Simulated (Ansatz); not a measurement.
# Stress against strain in Ba

```xyz
1
Lattice="-2.5000 2.5000 2.5000 2.5000 -2.5000 2.5000 2.5000 2.5000 -2.5000" Properties=species:S:1:pos:R:3 pbc="T T T"
Ba    0.0000    0.0000    0.0000
```

The structure is an experimental refinement, used without relaxation.

No spin–orbit coupling, which matters for the heavy atoms here.

The calculation used DFT, PBEsol, all-electron LAPW, scalar-relativistic in Ansatz 0.2.0.

The runs use a Γ-centred 10×10×10 k mesh, Fermi–Dirac smearing of 0.05 eV, basis error target 0.5 meV/atom, no spin polarisation.

The strain is applied along the Cartesian axes of the cell as listed (the other components stay zero). Fractional coordinates are held (clamped ions).

σ is the change of stress from the unstrained cell, which is at -0.60 GPa; tension is positive, so slopes are stress–strain coefficients at that pressure. In a metal the k mesh adds noise.

Only quantities that a quadratic follows smoothly over the whole series are listed; rougher ones are left out.

| εxx = εyy | σzz (GPa) | σxx (GPa) |
| --- | --- | --- |
| -0.0200 | -0.26 | -0.35 |
| -0.0100 | -0.13 | -0.17 |
| 0.0000 | 0.00 | 0.00 |
| 0.0200 | 0.22 | 0.31 |

(1) Fit the series and read off the stiffness at zero strain.

(2) One run, at εxx = εyy = 0.0100, is withheld. Predict its row.

## Answers

(1) Least-squares fits y = p0 + p1 x + p2 x² to the rows give σzz (GPa): p1 = 12, p2 = -45; σxx (GPa): p1 = 16.5, p2 = -50. So 2 C12 = 12 GPa and C11 + C12 = 16 GPa.

(2) The fits give 0.11, 0.16; the run gave 0.11, 0.16.
